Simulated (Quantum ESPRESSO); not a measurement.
Band energies of TlBr

```
TlBr
1.0
    3.91368     0.00000     0.00000
    0.00000     3.91368     0.00000
    0.00000     0.00000     3.91368
Br Tl
1 1
Direct
  0.50000   0.50000   0.50000
  0.00000   0.00000   0.00000
```

PBE (Quantum ESPRESSO, PseudoDojo norm-conserving, 60 Ry, without SOC); path ΓXMΓRX,MR; energies in eV from the valence-band maximum.

```
k (1/Å)  point  band 6  band 7  band 8  band 9  band 10  band 11  band 12  band 13
-------  -----  ------  ------  ------  ------  -------  -------  -------  -------
0.00         Γ  -10.01   -4.78   -1.54   -1.54    -1.54     6.87     7.39     7.39
0.46            -10.01   -5.47   -1.21   -1.21    -0.92     3.61     6.36     6.36
0.80         X  -10.01   -5.86   -0.98   -0.98     0.00     1.72     5.74     5.74
1.03            -10.02   -5.68   -1.64   -0.96    -0.44     2.44     5.42     5.97
1.49             -9.96   -4.23   -3.22   -2.87    -0.90     4.71     4.92     7.37
1.61         M   -9.95   -3.86   -3.29   -3.29    -0.90     4.91     4.91     7.53
2.02            -10.04   -5.10   -2.84   -0.99    -0.98     3.56     5.24     6.63
2.53            -10.02   -4.94   -1.70   -1.46    -1.20     6.07     6.34     7.15
2.74         Γ  -10.01   -4.78   -1.54   -1.54    -1.54     6.87     7.39     7.39
2.94            -10.02   -4.93   -1.61   -1.61    -1.16     6.42     6.45     6.45
3.44            -10.03   -4.98   -2.12   -2.12    -0.66     4.40     4.40     4.96
3.83             -9.98   -3.57   -2.23   -2.23    -2.03     2.49     2.49     3.54
4.13         R   -9.95   -2.75   -2.18   -2.18    -2.18     1.92     1.92     1.92
4.32             -9.96   -3.07   -2.29   -2.24    -2.12     2.09     2.29     2.64
4.79            -10.02   -5.08   -2.21   -1.50    -1.22     3.51     3.80     6.48
5.17            -10.01   -5.83   -1.09   -1.00    -0.08     1.87     5.61     5.84
5.27         X  -10.01   -5.86   -0.98   -0.98     0.00     1.72     5.74     5.74
5.27         M   -9.95   -3.86   -3.29   -3.29    -0.90     4.91     4.91     7.53
5.57             -9.95   -3.61   -3.01   -3.01    -1.36     3.87     3.87     5.03
6.07         R   -9.95   -2.75   -2.18   -2.18    -2.18     1.92     1.92     1.92
```

The PBE gap is direct, 1.72 eV at X.

Spin-orbit coupling is left out; with 6p states at a band edge it can lower the gap by many tenths of an eV, most of a small gap.

Geometry relaxed with PBEsol.
